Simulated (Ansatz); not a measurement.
The calculation used DFT PBE, scalar-relativistic, plane waves, PAW (Ansatz 0.2.0). Settings: cutoff 420 eV, Γ-centred meshes spaced at most about 0.3 Å⁻¹, and about 0.25 Å⁻¹ or finer for metals (2π included), Gaussian smearing. No spin polarisation in the final relaxations.

These are static total energies at zero pressure.

Compare these two cells of Si₃Br, each relaxed at this level.

A.

```
Si Br
1.0
     0.00000    3.29437    3.29437
     3.29437    0.00000    3.29437
     3.29437    3.29437    0.00000
Si Br
3 1
Cartesian
  1.6472 1.6472 1.6472
  4.9416 4.9416 4.9416
  3.2944 3.2944 3.2944
  0.0000 0.0000 0.0000
```

B.

```
Si Br
1.0
     3.59227    0.00000    0.00000
    -1.79613    3.11100    0.00000
     0.00000    0.00000    7.20685
Si Br
3 1
Direct
  0.00000 0.00000 0.00000
  0.66667 0.33333 0.81049
  0.66667 0.33333 0.18951
  0.00000 0.00000 0.50000
```

Problem. Which would you expect to be lower, and how large is the difference?

Solution. B is lower, by 0.37 eV/atom. A has the BiF3 (D0_3) type, space group Fm-3m (No. 225), 17.9 Å³/atom and no gap on its mesh; B has space group P-6m2 (No. 187), 20.1 Å³/atom and no gap. Counting Si atoms around Br (those within 1.25 times the shortest such distance or 1.15 times the sum of covalent radii; a plus sign parts nearer from farther groups; the shortest distance is added where it is long for a bond), A has Br 8+6 from 2.9 Å and B has Br 6+2 from 3.1 Å. B holds Si–Si nets (shortest 2.48 Å); in A the shortest Si–Si distance is 2.85 Å, near bonding range too. The lower one is the more open, so pressure narrows the difference. Even the lower one lies +0.38 eV/atom against the reference forms of the elements (uncorrected), so neither is stable at this level. Both come from invented guesses.

In Fm-3m, P-6m2 an odd number of electrons in the primitive cell allows no gap without spin; a larger cell or a magnetic state could open one. A magnetic state wasn't ruled out in cells without spin, among them Fm-3m, P-6m2. Cells relaxed within their symmetry can be saddle points.
